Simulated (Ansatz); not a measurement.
Ag (A15 (β-W type), Pm-3n) under volume change, r²SCAN (plane waves, PAW; program Ansatz), scaled uniformly.

```tsv
V (Å³/atom)	E − E(relaxed) (meV/atom)	P (GPa)
16.240	?	?
16.775	22.1	7.08
17.310	5.1	3.19
17.846	0.0	0.00
18.381	4.5	-2.61
18.917	16.9	-4.74
19.452	?	?
```

Task: Some entries are withheld; supply them.

Result: 
- 16.240, E − E(relaxed) (meV/atom): 53.4
- 16.240, P (GPa): 11.84
- 19.452, E − E(relaxed) (meV/atom): 35.8
- 19.452, P (GPa): -6.48

Task: What does a third-order Birch–Murnaghan fit give for V₀, B₀ and B′?

Result: V₀ = 17.85 Å³/atom, B₀ = 96.1 GPa, B′ = 5.7.

The start of the workflow was typed in or built on a structure type; neither database checked (COD, Materials Project) lists it. It is not the phase usual at ambient conditions (space group No. 225). The r²SCAN relaxation kept the symmetry of its start. At this level the phase is mechanically unstable. The run is not spin-polarised.

Potentials: the earlier of the program's two PAW sets.
